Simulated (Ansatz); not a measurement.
Relaxed La2O3 (A-La2O3 type, space group P-3m1):

```yaml
crystal:
  lattice:
    - [3.90646, 0.00000, 0.00000]
    - [-1.95323, 3.38309, 0.00000]
    - [0.00000, 0.00000, 6.03942]
  atoms:
    - { symbol: La, position: [0.33333, 0.66667, 0.24534] }
    - { symbol: La, position: [0.66667, 0.33333, 0.75466] }
    - { symbol: O, position: [0.00000, 0.00000, 0.00000] }
    - { symbol: O, position: [0.33333, 0.66667, 0.64608] }
    - { symbol: O, position: [0.66667, 0.33333, 0.35392] }
```

In each cell atom 5 (O, nearest neighbour La at 2.349 Å; its periodic images, 3.9 Å or more away, move with it) moves by s·(0.000, 0.000, 1.000) (along Cartesian z), the rest being held.

The numbers are results of PBEsol (plane waves to 420 eV, PAW, scalar-relativistic; Ansatz, a program for electronic structure), not measurements. k mesh 8×8×5 (Γ-centred), Fermi-Dirac smearing 0.05 eV. The energy includes the smearing's −TS. Left out: 2 of 11 points, with atoms too close for the PAW data. La2O3 is run without spin polarisation. La2O3 was relaxed with its symmetry unable to fall. The PAW data are Ansatz's earlier set. ΔE is measured from the undisplaced structure.

```
s (Å)   ΔE (meV/cell)
------  -------------
-0.470            580
-0.376            406
-0.282            249
-0.188            120
-0.094             33
0.000               0
0.094              38
0.188             167
0.282             412
```

Q: What force constant k = d²E/ds² at s = 0 does the table give?

A: 8.0 eV/Å². It is the second difference of the nearest points, corrected with the next pair.

Q: With k = 8.00 eV/Å² from the forces, is the well harmonic out to s = 0.282 Å?

A: ½ks² = 318 meV/cell against the computed 412 meV/cell, so the well is stiffer than harmonic there.

(For displaced atoms, the force is minus the slope of the energy, and its curvature is a force constant, which sets phonon frequencies.)
